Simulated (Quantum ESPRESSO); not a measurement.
## Ge7P (input and log of a self-consistent run)

Simulated, not a measurement. The program is pw.x of Quantum ESPRESSO 7.5 (plane-wave density functional theory). The cell is made up: 8 atoms on a zincblende/diamond lattice, with randomly drawn elements, strain and displacements, not relaxed. PseudoDojo standard norm-conserving files (v0.5 for PBE, v0.4.1 for LDA and PBEsol) set the functional; there is no spin polarisation, spin-orbit coupling or dispersion term, and the masses in the input are unused placeholders. A spin-polarised start on this cell or one of its family kept no moment.

Input:

```
&control calculation='scf', pseudo_dir='./dojo.nc.sr.pbe.v0_5.standard.upf', outdir='./o', disk_io='medium', tprnfor=.true., tstress=.true. /
&system ibrav=0, nat=8, ntyp=2, nbnd=62, ecutwfc=77.98206166, nosym=.true., tot_charge=0,
 occupations='smearing', smearing='fd', degauss=0.0073498644
/
&electrons conv_thr=7.350e-09, electron_maxstep=60, /
ATOMIC_SPECIES
Ge 1.0 Ge.upf
P 1.0 P.upf
CELL_PARAMETERS angstrom
5.7129 -0.0543 0.0445
-0.0543 5.7715 -0.0377
0.0445 -0.0377 5.6415
ATOMIC_POSITIONS angstrom
Ge 0.0254 -0.0294 -0.0129
Ge 0.0021 2.9008 2.8446
Ge 2.8745 -0.0256 2.7778
Ge 2.8068 2.8391 -0.0415
P 1.3945 1.4132 1.3898
Ge 1.4456 4.2816 4.1902
Ge 4.3465 1.4442 4.2599
Ge 4.2132 4.2964 1.4047
K_POINTS automatic
6 6 6 1 1 1
```

The log is shortened where brackets say so; the opening notice, blank lines, dates and the lines on written files are dropped, and the path of the files is cut. It prints rydbergs, bohrs and kilobars, and counts compression as positive stress.

```
     Program PWSCF v.7.5
     Parallel version (MPI & OpenMP), running on       1 processor cores
     Number of MPI processes:                 1
     Threads/MPI process:                     1
     [start-up lines left out]
     bravais-lattice index     =            0
     lattice parameter (alat)  =      10.7966  a.u.
     unit-cell volume          =    1255.0252 (a.u.)^3
     number of atoms/cell      =            8
     number of atomic types    =            2
     number of electrons       =       103.00
     number of Kohn-Sham states=           62
     kinetic-energy cutoff     =      77.9821  Ry
     charge density cutoff     =     311.9282  Ry
     scf convergence threshold =      7.3E-09
     mixing beta               =       0.7000
     number of iterations used =            8  plain     mixing
     Exchange-correlation= PBE
                           (   1   4   3   4   0   0   0)
     [axes and pseudopotential details left out]
   Cartesian axes
     site n.     atom                  positions (alat units)
         1        Ge     tau(   1) = (   0.0044457  -0.0051459  -0.0022579  )
         2        Ge     tau(   2) = (   0.0003676   0.5077248   0.4978882  )
         3        Ge     tau(   3) = (   0.5031215  -0.0044807   0.4861962  )
         4        Ge     tau(   4) = (   0.4912720   0.4969255  -0.0072637  )
         5        P      tau(   5) = (   0.2440783   0.2473513   0.2432556  )
         6        Ge     tau(   6) = (   0.2530223   0.7494052   0.7334075  )
         7        Ge     tau(   7) = (   0.7607646   0.2527772   0.7456070  )
         8        Ge     tau(   8) = (   0.7374332   0.7519956   0.2458636  )
     number of k points=   108  Fermi-Dirac smearing, width (Ry)=  0.0073
     Number of k-points >= 100: set verbosity='high' to print them.
     Dense  grid:   116789 G-vectors     FFT dimensions: (  64,  64,  60)
     Estimated max dynamical RAM per process >     173.78 MB
     Initial potential from superposition of free atoms
     starting charge     102.9941, renormalised to     103.0000
     Starting wfcs are   67 randomized atomic wfcs
     total cpu time spent up to now is       64.2 secs
     per-process dynamical memory:    96.2 Mb
     Self-consistent Calculation
     iteration #  1     ecut=    77.98 Ry     beta= 0.70
     Davidson diagonalization with overlap
     ethr =  1.00E-02,  avg # of iterations =  3.1
     Threshold (ethr) on eigenvalues was too large:
     Diagonalizing with lowered threshold
     Davidson diagonalization with overlap
     ethr =  1.11E-04,  avg # of iterations =  7.5
     total cpu time spent up to now is      441.7 secs
     total energy              =   -1264.29263352 Ry
     estimated scf accuracy    <       0.12644989 Ry
     iteration #  2     ecut=    77.98 Ry     beta= 0.70
     Davidson diagonalization with overlap
     ethr =  1.23E-04,  avg # of iterations =  2.0
     total cpu time spent up to now is      582.0 secs
     total energy              =   -1264.29850552 Ry
     estimated scf accuracy    <       0.00920507 Ry
     iteration #  3     ecut=    77.98 Ry     beta= 0.70
     Davidson diagonalization with overlap
     ethr =  8.94E-06,  avg # of iterations =  2.5
     total cpu time spent up to now is      779.2 secs
     total energy              =   -1264.29998770 Ry
     estimated scf accuracy    <       0.00262066 Ry
     iteration #  4     ecut=    77.98 Ry     beta= 0.70
     Davidson diagonalization with overlap
     ethr =  2.54E-06,  avg # of iterations =  6.2
     total cpu time spent up to now is      971.2 secs
     total energy              =   -1264.30046638 Ry
     estimated scf accuracy    <       0.00036521 Ry
     iteration #  5     ecut=    77.98 Ry     beta= 0.70
     Davidson diagonalization with overlap
     ethr =  3.55E-07,  avg # of iterations =  2.4
     total cpu time spent up to now is     1103.3 secs
     total energy              =   -1264.30055916 Ry
     estimated scf accuracy    <       0.00006052 Ry
     iteration #  6     ecut=    77.98 Ry     beta= 0.70
     Davidson diagonalization with overlap
     ethr =  5.88E-08,  avg # of iterations =  2.3
     total cpu time spent up to now is     1222.6 secs
     total energy              =   -1264.30056966 Ry
     estimated scf accuracy    <       0.00000695 Ry
     iteration #  7     ecut=    77.98 Ry     beta= 0.70
     Davidson diagonalization with overlap
     ethr =  6.75E-09,  avg # of iterations =  2.2
     total cpu time spent up to now is     1345.6 secs
     total energy              =   -1264.30057122 Ry
     estimated scf accuracy    <       0.00000064 Ry
     iteration #  8     ecut=    77.98 Ry     beta= 0.70
     Davidson diagonalization with overlap
     ethr =  6.17E-10,  avg # of iterations =  2.4
     total cpu time spent up to now is     1500.1 secs
     total energy              =   -1264.30057136 Ry
     estimated scf accuracy    <       0.00000004 Ry
     iteration #  9     ecut=    77.98 Ry     beta= 0.70
     Davidson diagonalization with overlap
     ethr =  4.17E-11,  avg # of iterations =  3.7
     total cpu time spent up to now is     1671.6 secs
     total energy              =   -1264.30057138 Ry
     estimated scf accuracy    <       0.00000001 Ry
     iteration # 10     ecut=    77.98 Ry     beta= 0.70
     Davidson diagonalization with overlap
     ethr =  1.35E-11,  avg # of iterations =  2.1
     total cpu time spent up to now is     1847.6 secs
     End of self-consistent calculation
     Number of k-points >= 100: set verbosity='high' to print the bands.
     the Fermi energy is     9.2607 ev
!    total energy              =   -1264.30057138 Ry
     estimated scf accuracy    <          3.2E-09 Ry
     smearing contrib. (-TS)   =      -0.00601316 Ry
     internal energy E=F+TS    =   -1264.29455822 Ry
     The total energy is F=E-TS. E is the sum of the following terms:
     one-electron contribution =    -686.56987370 Ry
     hartree contribution      =     409.87665654 Ry
     xc contribution           =    -309.53493549 Ry
     ewald contribution        =    -678.06640557 Ry
     convergence has been achieved in  10 iterations
     Forces acting on atoms (cartesian axes, Ry/au):
     atom    1 type  1   force =    -0.01123957    0.01592806   -0.00354097
     atom    2 type  1   force =    -0.00476421    0.00699876   -0.04347071
     atom    3 type  1   force =    -0.00342852    0.02280737    0.01497583
     atom    4 type  1   force =    -0.00783992    0.00732494    0.01641692
     atom    5 type  2   force =     0.00498584    0.00233010    0.00782984
     atom    6 type  1   force =     0.01379842    0.00992941    0.00528429
     atom    7 type  1   force =    -0.00863385   -0.04440292    0.00164536
     atom    8 type  1   force =     0.01712180   -0.02091571    0.00085944
     Total force =     0.081753     Total SCF correction =     0.000287
     Computing stress (Cartesian axis) and pressure
          total   stress  (Ry/bohr**3)                   (kbar)     P=       17.65
   0.00011803   0.00004120  -0.00012034           17.36        6.06      -17.70
   0.00004120   0.00009739   0.00006309            6.06       14.33        9.28
  -0.00012034   0.00006309   0.00014454          -17.70        9.28       21.26
     init_run     :     59.11s CPU     64.13s WALL (       1 calls)
     electrons    :   1730.66s CPU   1783.48s WALL (       1 calls)
     forces       :     31.84s CPU     32.16s WALL (       1 calls)
     stress       :    114.39s CPU    114.73s WALL (       1 calls)
     [timing details left out]
     PWSCF        :  32m16.88s CPU  33m22.40s WALL
     JOB DONE.
```

In other units: free energy -17201.686 eV for the cell, pressure 1.77 GPa, largest force component 1.142 eV/Å. A rerun of this cell at 1347 eV and a 8 x 8 x 8 mesh moved values by no more than 0.003 eV in energy, 0.05 GPa in stress and 0.007 eV/Å in force.